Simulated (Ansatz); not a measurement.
Input:

BW:
```xyz
4
Lattice="1.5810 -4.2275 0.0000 1.5810 4.2275 0.0000 0.0000 0.0000 3.0956" Properties=species:S:1:pos:R:3 pbc="T T T"
B      1.5810    -0.5179     2.3217
B      1.5810     0.5179     0.7739
W      1.5810    -3.0045     2.3217
W      1.5810     3.0045     0.7739
```

This is the r²SCAN-relaxed structure.

Q: All from the program Ansatz at the r²SCAN level (PAW), unless another level is named. Estimate the Hill bulk and shear moduli.

A: 359 and 209 GPa.

Q: And the highest zone-centre frequency?

A: 670 cm⁻¹.

Space group Cmcm. The workflow started from a Materials Project entry (that database holds measured and hypothetical structures alike); the Crystallography Open Database copy checked does not list it. COD files the formula under space group No. 141. Whether it is the stable phase at ambient conditions was not checked. Symmetry was held in the r²SCAN relaxation; its stability against distortions is not shown here. No spin polarisation was allowed. As this level gives no gap, shear constants depend on the k-mesh and smearing (Fermi–Dirac, 0.1 eV here). As this level gives no gap, phonon frequencies hold no LO–TO term and depend on the k-mesh and smearing (Fermi–Dirac, 0.1 eV here). Spin–orbit coupling is left out wherever it is not named.

Potentials: the later of the program's two PAW sets.
